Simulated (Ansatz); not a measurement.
GaSb (zinc blende, F-43m) at seven volumes, DFT-HSE06 in the program Ansatz with PAW potentials, scaled uniformly. One row is withheld.

```csv
V (Å³/atom),P (GPa)
26.319,6.31
27.187,3.84
28.055,1.75
28.922,-0.01
29.790,?
30.658,-2.75
31.525,-3.80
```

Problem. Fit the shown pressures and predict the withheld one.

Solution. P = (3/2)B₀(x^(7/2) − x^(5/2))[1 + (3/4)(B′ − 4)(x − 1)] with x = (V₀/V)^(2/3). Least squares on the six rows gives V₀ = 28.918 Å³/atom, B₀ = 53.8 GPa, B′ = 4.65. At V = 29.790, x = 0.9804 and P = -1.49 GPa. The run itself gave -1.50 GPa.

The cell was relaxed with HSE06 under the symmetry of its start. Spin–orbit coupling is left out wherever it is not named.

Potentials: the later of the program's two PAW sets.
